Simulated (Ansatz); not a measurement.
Space group I4/mcm (No. 140). a = 5.536 Å, b = 5.536 Å, c = 4.751 Å, α = 90.00°, β = 90.00°, γ = 90.00°
```
atom site symmetry x y z
   B    4a       422  0.0000  0.0000  0.2500
   W    8h m.2m  0.1699  0.6699  0.0000
```

Equation of state of this BW$_{2}$ structure (not necessarily the ground state), with shape and atoms relaxed at each volume where symmetry leaves them free. It has no gap at any of these volumes. All numbers below come from DFT PBEsol, scalar-relativistic, plane waves, PAW in Ansatz 0.2.0.

Plane waves to 420 eV, a k mesh through Γ of 10×10×10 on the computed 6-atom cell and Gaussian smearing (0.10 eV); no spin polarisation.

```json
{"V (Å³/atom)": "11.406", "E − E(largest V) (meV/atom)": "9.71", "P (GPa)": "24.47"}
{"V (Å³/atom)": "11.770", "E − E(largest V) (meV/atom)": "-30.52", "P (GPa)": "11.29"}
{"V (Å³/atom)": "12.134", "E − E(largest V) (meV/atom)": "-42.96", "P (GPa)": "0.00"}
{"V (Å³/atom)": "12.498", "E − E(largest V) (meV/atom)": "-31.64", "P (GPa)": "-9.67"}
{"V (Å³/atom)": "12.862", "E − E(largest V) (meV/atom)": "0.00", "P (GPa)": "-17.94"}
```

Task: Fit a third-order Birch–Murnaghan equation to E(V).

Result: V0 = 12.13 Å³/atom, B0 = 348 GPa, B0' = 4.2.

Spin-orbit coupling is left out, which matters for the bands of heavy elements.